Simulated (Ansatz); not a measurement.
BaHfO3 (cubic perovskite, space group No. 221), a = b = c = 4.1771 Å, α = β = γ = 90.00°.

Relaxed with r²SCAN.

Problem. Which orbitals make up the states near the band edges in r²SCAN (plane waves, PAW; program Ansatz)?

Solution. Top 1 eV of the valence band: O 2p 94 %. Bottom 1 eV of the conduction band: Hf 5d 85 %, outside the projected shells 9 %. Projections are on Löwdin-orthogonalised atomic valence shells; empty p or d shells of many metals are not among them.

Problem. Tabulate the density of states.

Solution. States/eV per cell of 5 atoms, in 0.25 eV bins, energy from the valence-band maximum.

```tsv
E (eV)	total	O 2p	Hf 5d	Ba 6s
-7.85	0.00	0.00	0.00	0.00
-7.60	0.00	0.00	0.00	0.00
-7.35	0.00	0.00	0.00	0.00
-7.10	0.00	0.00	0.00	0.00
-6.85	0.00	0.00	0.00	0.00
-6.60	0.00	0.00	0.00	0.00
-6.35	0.00	0.00	0.00	0.00
-6.10	0.00	0.00	0.00	0.00
-5.85	0.00	0.00	0.00	0.00
-5.60	0.00	0.00	0.00	0.00
-5.35	0.00	0.00	0.00	0.00
-5.10	0.00	0.00	0.00	0.00
-4.85	0.00	0.00	0.00	0.00
-4.60	0.00	0.00	0.00	0.00
-4.35	0.08	0.06	0.00	0.00
-4.10	1.86	1.40	0.18	0.00
-3.85	2.66	1.96	0.40	0.00
-3.60	2.62	1.87	0.58	0.02
-3.35	2.62	1.89	0.53	0.04
-3.10	3.80	2.78	0.73	0.06
-2.85	3.24	2.39	0.57	0.06
-2.60	2.67	2.05	0.40	0.04
-2.35	8.29	6.28	1.39	0.03
-2.10	7.93	6.50	0.92	0.02
-1.85	4.63	3.92	0.40	0.01
-1.60	2.20	1.88	0.19	0.01
-1.35	3.88	3.46	0.11	0.06
-1.10	3.25	2.97	0.07	0.04
-0.85	7.53	7.00	0.14	0.03
-0.60	7.95	7.44	0.14	0.03
-0.35	4.64	4.44	0.04	0.01
-0.10	2.16	2.11	0.00	0.00
0.15	0.00	0.00	0.00	0.00
0.40	0.00	0.00	0.00	0.00
0.65	0.00	0.00	0.00	0.00
0.90	0.00	0.00	0.00	0.00
1.15	0.00	0.00	0.00	0.00
1.40	0.00	0.00	0.00	0.00
1.65	0.00	0.00	0.00	0.00
1.90	0.00	0.00	0.00	0.00
2.15	0.00	0.00	0.00	0.00
2.40	0.00	0.00	0.00	0.00
2.65	0.00	0.00	0.00	0.00
2.90	0.00	0.00	0.00	0.00
3.15	0.00	0.00	0.00	0.00
3.40	0.00	0.00	0.00	0.00
3.65	0.00	0.00	0.00	0.00
3.90	0.00	0.00	0.00	0.00
4.15	0.01	0.00	0.01	0.00
4.40	0.30	0.01	0.27	0.00
4.65	0.76	0.03	0.67	0.00
4.90	1.02	0.05	0.87	0.00
5.15	1.22	0.09	0.99	0.00
5.40	1.40	0.13	1.04	0.00
5.65	1.67	0.16	1.08	0.01
5.90	2.06	0.22	1.23	0.01
6.15	2.51	0.30	1.42	0.03
6.40	2.93	0.37	1.54	0.05
6.65	4.88	0.69	2.52	0.12
6.90	5.77	0.74	2.31	0.26
7.15	2.71	0.20	0.57	0.15
7.40	2.09	0.17	0.38	0.17
7.65	2.65	0.22	0.48	0.26
7.90	4.06	0.33	0.73	0.38
8.15	3.23	0.31	0.68	0.35
8.40	5.00	0.47	1.13	0.21
8.65	3.33	0.38	0.79	0.14
8.90	4.76	0.18	0.48	0.10
```

Space group Pm-3m (cubic perovskite). The cell was relaxed with r²SCAN under the symmetry of its start; phonons on a q-mesh show no instability. No spin polarisation was allowed. Spin–orbit coupling is left out wherever it is not named.

Potentials: the later of the program's two PAW sets.
